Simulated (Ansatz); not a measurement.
Starting cell, AlRu (CsCl type):

```
AlRu
1.0
    2.98252     0.00000     0.00000
    0.00000     2.98252     0.00000
    0.00000     0.00000     2.98252
Al Ru
1 1
Direct
  0.00000   0.00000   0.00000
  0.50000   0.50000   0.50000
```

In this cell atom 2 (Ru, nearest neighbour Al at 2.583 Å; its periodic images, 3.0 Å or more away, move with it) is moved by s along Cartesian z, unit vector (0.000, 0.000, 1.000); all other atoms and the cell stay fixed.

Method: r2SCAN (plane waves to 500 eV, PAW, scalar-relativistic; Ansatz, a program for electronic structure). k mesh 13×13×13 (Γ-centred), Fermi-Dirac smearing 0.05 eV. The energy includes the smearing's −TS. With partly filled bands, energies and forces of such displacements shift with the k mesh and the smearing. AlRu is run without spin polarisation. AlRu was relaxed with its symmetry unable to fall. The zero of ΔE is the undisplaced structure. The last digit holds for this mesh only.

```json
[
 {"s (Å)": "-0.260", "ΔE (meV/cell)": "273.7"},
 {"s (Å)": "-0.208", "ΔE (meV/cell)": "175.6"},
 {"s (Å)": "-0.156", "ΔE (meV/cell)": "99.0"},
 {"s (Å)": "-0.104", "ΔE (meV/cell)": "withheld"},
 {"s (Å)": "-0.052", "ΔE (meV/cell)": "11.0"},
 {"s (Å)": "0.000", "ΔE (meV/cell)": "0.0"},
 {"s (Å)": "0.052", "ΔE (meV/cell)": "11.0"},
 {"s (Å)": "0.104", "ΔE (meV/cell)": "withheld"},
 {"s (Å)": "0.156", "ΔE (meV/cell)": "99.0"},
 {"s (Å)": "0.208", "ΔE (meV/cell)": "175.6"},
 {"s (Å)": "0.260", "ΔE (meV/cell)": "273.7"}
]
```

Q: Fit an even polynomial form (powers 2, 4) to the given rows and predict ΔE at s = -0.104.

A: Least squares on the 9 given rows: ΔE = (4078)·s² + (-427.4)·s⁴, in meV/cell with s in Å; root-mean-square residual 0.02 meV/cell. At -0.104 the fit gives 44.1 meV/cell; the calculation gives 44.0 meV/cell, so the interpolation is off by 0.1 (+0.2 %). The quadratic term alone would give 44.1 meV/cell.

(For displaced atoms, the force is minus the slope of the energy, and its curvature is a force constant, which sets phonon frequencies.)
